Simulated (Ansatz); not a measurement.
A geometry of Be away from equilibrium: step 3 of the relaxation of a randomly generated symmetric cell of Be (space group No. 164). Level of theory: r2SCAN (plane waves to 500 eV, PAW, scalar-relativistic; Ansatz, an electronic-structure program). Γ-centred k-mesh 13×13×13 on the run's cell (coarser than for final values), Fermi–Dirac smearing 0.05 eV.

```xyz
2
Lattice="2.9733 0.0000 0.0000 -1.4867 2.5750 0.0000 0.0000 0.0000 2.4084" Properties=species:S:1:pos:R:3:forces:R:3 pbc="T T T" free_energy=-185.685 pressure_GPa=4.2
Be     1.4867     0.8583     0.5981    0.0000    0.0000    0.0875
Be     0.0000     1.7166     1.8102    0.0000    0.0000   -0.0875
```

Positions in Å, forces in eV/Å, free energy of the cell in eV (comparable only within this code, potentials and settings). Largest force: 0.09 eV/Å, on Be1, Be2 (atoms numbered as listed); the geometry lies 0.03 eV/atom above the end of its relaxation.

No spin polarisation in the result.

The run could not lose the symmetry of its start.
